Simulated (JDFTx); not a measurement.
Part of a log of a modified build of JDFTx for diantimony, Sb2 (SMILES [Sb]#[Sb]), charge 0, multiplicity 1 (PBE, GBRV ultrasoft potentials, plane waves to 20/100 Ha):

```
unit cell volume = 11743.7
Chosen fftbox size, S = [  120  96  96  ]
unit cell volume = 11743.7
Chosen fftbox size, S = [  108  90  90  ]
  'Sb' pseudopotential, 'SLA  PW   PBX  PBC' functional
  15 valence electrons, 3 orbitals, 6 projectors, 891 radial grid points, with lMax = 2
Initialized 1 species with 2 total atoms.
Folded 1 k-points by 1x1x1 to 1 k-points.
nElectrons:  30.000000   nBands: 15   nStates: 1
average nbasis = 50141.000 , ideal nbasis = 50169.912
Correction to mu due to finite nuclear width = -0.00253464
   Cavity determined by nc: 0.00142 and sigma: 0.707107
   Nonlocal vdW cavity from gaussian model electron density with norm = 8 and sigma = 0.993594 bohr
   Charge asymmetry in cavity with sensitivity pCavity = 36.5 e-bohr/Eh
   Electrostatic cavity expanded by eta = 1.46 bohrs
   Weighted density cavitation model constrained by Nbulk: 0.0049383 bohr^-3, Pvap: 3.14029 kPa, Rvdw: 2.61727 bohr and sigmaBulk: 4.62e-05 Eh/bohr^2 at T: 298 K.
   Weighted density dispersion model using vdW pair potentials with single solvent site with sqrtC6eff: 0.77 SI.
[...]
	Linear fluid (dielectric constant: 78.4, screening length: 5.74355 Bohr) occupying 0.855568 of unit cell:	Completed after 13 iterations
[... later lines of the fluid solver are left out ...]
ElecMinimize: Iter:   0  Etot: -166.621455712763492  |grad|_K:  1.712e-05  alpha:  1.000e+00
ElecMinimize: Iter:   1  Etot: -166.621767948521324  |grad|_K:  1.607e-05  alpha:  1.417e+00  linmin: -4.668e-04
ElecMinimize: Iter:   2  Etot: -166.621896029584661  |grad|_K:  6.911e-06  alpha:  6.596e-01  linmin:  1.214e-05
[... lines cut ...]
ElecMinimize: Iter:   8  Etot: -166.621948176695099  |grad|_K:  7.274e-07  alpha:  4.539e-01  linmin:  5.166e-02
ElecMinimize: Iter:   9  Etot: -166.621948364483330  |grad|_K:  3.701e-07  alpha:  4.946e-01  linmin: -1.987e-01
ElecMinimize: Iter:  10  Etot: -166.621948448367220  |grad|_K:  2.527e-07  alpha:  6.510e-01  linmin: -1.895e-01
ElecMinimize: Iter:  11  Etot: -166.621948496134394  |grad|_K:  1.899e-07  alpha:  8.155e-01  linmin:  8.933e-05
ElecMinimize: Converged (|Delta Etot|<1.000000e-07 for 2 iters).

# Energy components:
   A_diel =        0.0007508712233701
   Eewald =       -7.9709497628449224
       EH =      134.9551772989634912
     Eloc =     -321.3272927484867978
      Enl =       17.8327954334011665
      Exc =      -43.9127258147152091
 Exc_core =       18.2488987182590598
       KE =       35.5513975080654347
-------------------------------------
     Etot =     -166.6219484961343937


	eMin: -1.211528 at state 0 ( [ +0.000000 +0.000000 +0.000000 ] spin 0 )
	HOMO: -0.197502 at state 0 ( [ +0.000000 +0.000000 +0.000000 ] spin 0 )
```

Problem. Which solvation model was used?
A) linear PCM without cavity terms (LA12)
B) SCCS (g03 parameters)
C) CANDLE
D) SCCS (g09 parameters)

Solution. C, CANDLE. The liquid was water (dielectric constant 78.4), 1 M NaCl.
